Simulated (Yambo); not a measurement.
Yambo run on CaV$_{2}$O$_{6}$ (space group C2/m, No. 12). The wavefunctions are PBEsol (pw.x of Quantum ESPRESSO, ONCV potentials, without SOC) ones on a 4×4×2 mesh (36 occupied bands); a = 5.346 Å, b = 5.346 Å, c = 7.138 Å, α = 103.19°, β = 103.19°, γ = 39.84°.

Yambo input:

```
rim_cut
HF_and_locXC
RandQpts= 1000000
RandGvec= 1 Ry
EXXRLvcs= 84 Ry
VXCRLvcs= 336 Ry
% QPkrange
 1 | 1 | 36 | 37 |
 2 | 2 | 36 | 37 |
 5 | 5 | 36 | 37 |
 6 | 6 | 36 | 37 |
 13 | 13 | 36 | 37 |
 14 | 14 | 36 | 37 |
%
```

k points by index: 1 = Γ, 2 = (0, 0, -0.5), 5 = (0, -0.5, 0), 6 = (0, -0.5, -0.5), 13 = (-0.5, -0.5, 0), 14 = (-0.5, -0.5, -0.5).

Resulting energies as the program prints them:

```
#    K-point    Band    Eo [eV]    Ehf [eV]    Vxc [eV]    Vnlxc [eV]
#
    1    36    -0.269339    -5.626574    -19.17385    -24.53109
    1    37    3.005755    10.04402    -22.01548    -14.97722
    2    36    -0.128931    -5.313781    -19.44248    -24.62733
    2    37    2.830502    10.06834    -21.81020    -14.57236
    5    36    -0.190985    -5.218713    -19.44453    -24.47226
    5    37    2.762499    10.32516    -22.16725    -14.60459
    6    36    -0.218930    -5.343595    -19.33888    -24.46355
    6    37    2.807207    10.31649    -22.19496    -14.68568
    13    36    0.000000    -5.240954    -19.58935    -24.83031
    13    37    2.758161    9.898851    -21.57802    -14.43733
    14    36    -0.245969    -5.593623    -19.19078    -24.53844
    14    37    2.992553    10.28233    -21.91199    -14.62221
```
Exchange alone, without screening.

Geometry of the Materials Project entry, not relaxed at this level.

The structure is a Materials Project entry; no match was found in the copy of COD used, and its stability was not checked.

The runs are not spin-polarised; magnetic order was not tried.
